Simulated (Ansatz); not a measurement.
La:
```
La
1.0
    3.64900     0.00000     0.00000
   -1.82450     3.16012     0.00000
    0.00000     0.00000    11.75733
La
4
Direct
  0.00000   0.00000   0.00000
  0.00000   0.00000   0.50000
  0.33333   0.66667   0.25000
  0.66667   0.33333   0.75000
```

Relaxed with PBEsol. Special points in fractions of this cell's reciprocal vectors: Γ (0.000, 0.000, 0.000); M (0.500, 0.000, 0.000); K (0.333, 0.333, 0.000); A (0.000, 0.000, 0.500); L (0.500, 0.000, 0.500); H (0.333, 0.333, 0.500).

Task: List the band energies nearest the Fermi level at these points for PBEsol (plane waves, PAW; program Ansatz).

Result: In eV from the Fermi level; about four levels below and three above (degenerate sets whole), none deeper than 8.9 eV; points with the same levels are listed once.

```tsv
k	below	above
Γ	-3.19 -1.91 -1.83 -1.81	0.54 0.69 1.25
M	-1.22 -0.80 -0.31 -0.24	0.43 1.06 1.19
K	-1.09 -1.09 -0.79 -0.59 -0.59	0.15 0.31 0.31
A	-2.67 -2.67 -1.79 -1.79	0.73 0.73 1.30 1.30
L	-1.51 -1.51 -1.25 -1.25	0.61 0.61 1.33 1.33
H	-0.40 -0.40 0.00 0.00	0.07 0.07 0.98 0.98
```

Space group P6_3/mmc (dhcp (α-La type)). Symmetry was held in the PBEsol relaxation. Spin–orbit coupling is left out wherever it is not named.

Potentials: the earlier of the program's two PAW sets. The files were generated under PBE; for other functionals the program regenerates the frozen cores, and for LDA and PBEsol the local potential too.
